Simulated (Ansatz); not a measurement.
Calculated 17O NMR of the central transition for H3OF at a changed volume

Cell: an entry of the Crystallography Open Database (COD), relaxed with PBE at fixed cell and then changed (volume scaled by 1.02, ions relaxed).

```cif
data_H3OF
_symmetry_space_group_name_H-M 'Pnma'
_symmetry_Int_Tables_number 62
_cell_length_a 6.2511
_cell_length_b 4.1996
_cell_length_c 6.2360
_cell_angle_alpha 90.000
_cell_angle_beta 90.000
_cell_angle_gamma 90.000
loop_
_atom_site_label
_atom_site_type_symbol
_atom_site_symmetry_multiplicity
_atom_site_Wyckoff_symbol
_atom_site_fract_x
_atom_site_fract_y
_atom_site_fract_z
H1 H 8 d 0.3841 0.4530 0.2650
H9 H 4 c 0.3012 0.2500 0.0483
O O 4 c 0.4098 0.2500 0.1743
F F 4 c 0.3490 0.7500 0.3756
```

One atom of each set is listed.

Method: Kohn–Sham DFT in Ansatz, PBE, plane waves and PAW, scalar-relativistic, 420 eV cutoff, Γ-centred 4×5×4 k-points, Fermi–Dirac smearing 0.02 eV.

17O has I = 5/2 and Q = -25.58 mb (Pyykkö 2018); at 28.2 T its Larmor frequency is ν₀ = 162.8 MHz. Only the quadrupole interaction is simulated: positions count from each site's isotropic chemical shift, and J coupling is left out, as are shift anisotropy and dipolar coupling, which fast spinning averages.

Q: Give C_Q, η, the quadrupolar product P_Q = |C_Q|(1 + η²/3)^½, the second-order isotropic shift and the breadth of the pattern (fast magic-angle spinning) for each O site.

A: 

| site | first shell | C_Q (MHz) | η | P_Q (MHz) | δ_QIS (ppm) | breadth (kHz) |
| --- | --- | --- | --- | --- | --- | --- |
| O | 3 H at 1.04 Å | 7.26 | 0.04 | 7.26 | -11.9 | 4.22 |

δ_QIS = −(ν_Q²/30ν₀²)[I(I+1) − 3/4](1 + η²/3) × 10⁶ ppm with ν_Q = 3|C_Q|/[2I(2I−1)]; it falls as 1/B₀² in ppm, and the breadth as 1/B₀ in kHz.

At O V_zz stands upright on the plane through its three neighbours (within 1°).

The relaxation (4 steps) took 19 s of wall time (19 s of CPU time) and 0.53 GiB at its peak, on 1 thread of Intel Xeon 6975P-C (Granite Rapids) (x86_64; 32 cores open to the job, memory cap 3.0 GiB, no GPU), a shared host with a load of 0.2 a core.
